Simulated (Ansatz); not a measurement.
Relaxed (110) slab cut from Al$_{2}$Cu (space group I4/mcm (No. 140)); the slab's formula is Al5Cu3, its outer planes Al (top) and Al (bottom):

```xyz
16
Lattice="4.8278 0.0000 0.0000 -2.4139 4.2378 0.0000 0.0000 0.0000 25.0126" Properties=species:S:1:pos:R:3 pbc="T T T"
Al    2.4139    2.1189    7.7929
Cu    3.6209    0.0000    8.3060
Cu    1.2070    0.0000    8.3060
Al    0.0000    2.1189    8.9369
Al    2.4139    3.4894   10.4146
Al    2.4139    0.7483   10.4146
Al    0.0000    2.1189   11.7187
Cu    1.2070    0.0000   12.5063
Cu    3.6209    0.0000   12.5063
Al    2.4139    2.1189   13.2940
Al    0.0000    3.4894   14.5980
Al    0.0000    0.7483   14.5980
Al    2.4139    2.1189   16.0758
Cu    3.6209    0.0000   16.7066
Cu    1.2070    0.0000   16.7066
Al    0.0000    2.1189   17.2198
```

Computed with DFT PBEsol, scalar-relativistic, plane waves, PAW (Ansatz 0.2.0). Settings: cutoff 420 eV, Γ-centred mesh 8×8×1 on the computed 16-atom cell, Gaussian smearing of 0.10 eV; no spin polarisation. A dipole correction removes the field between periodic images along c.

The potential is the smooth part; its values at the atoms depend on the PAW datasets.

Task: How does the plane-averaged electrostatic potential energy of an electron run along c, counted from the Fermi level?

Result: (z (Å), V (eV)): (3.06, 4.33), (3.34, 4.33), (3.61, 4.33), (3.89, 4.33), (4.17, 4.33), (4.45, 4.33), (4.72, 4.32), (5.00, 4.31), (5.28, 4.30), (5.56, 4.26), (5.84, 4.18), (6.11, 4.01), (6.39, 3.68), (6.67, 3.03), (6.95, 1.71), (7.23, -0.27), (7.50, -2.84), (7.78, -7.50), (8.06, -12.07), (8.34, -14.01), (8.62, -11.81), (8.89, -7.08), (9.17, -3.49), (9.45, -2.97), (9.73, -3.87), (10.01, -4.57), (10.28, -4.69), (10.56, -4.87), (10.84, -5.16), (11.12, -4.62), (11.39, -3.29), (11.67, -3.74), (11.95, -7.34), (12.23, -11.25), (12.51, -12.59), (12.78, -11.25), (13.06, -7.34), (13.34, -3.74), (13.62, -3.29), (13.90, -4.62), (14.17, -5.16), (14.45, -4.87), (14.73, -4.69), (15.01, -4.57), (15.29, -3.87), (15.56, -2.97), (15.84, -3.49), (16.12, -7.08), (16.40, -11.81), (16.68, -14.01), (16.95, -12.07), (17.23, -7.50), (17.51, -2.84), (17.79, -0.27), (18.06, 1.71), (18.34, 3.03), (18.62, 3.68), (18.90, 4.01), (19.18, 4.18), (19.45, 4.26), (19.73, 4.30), (20.01, 4.31), (20.29, 4.32), (20.57, 4.33), (20.84, 4.33), (21.12, 4.33), (21.40, 4.33), (21.68, 4.33), (21.96, 4.33)

The vacuum level lies 4.33 eV above the Fermi level.

Cost: 1 run of about 7.7 core-minutes, on AMD EPYC 7R43 (Zen 3) (shared hosts).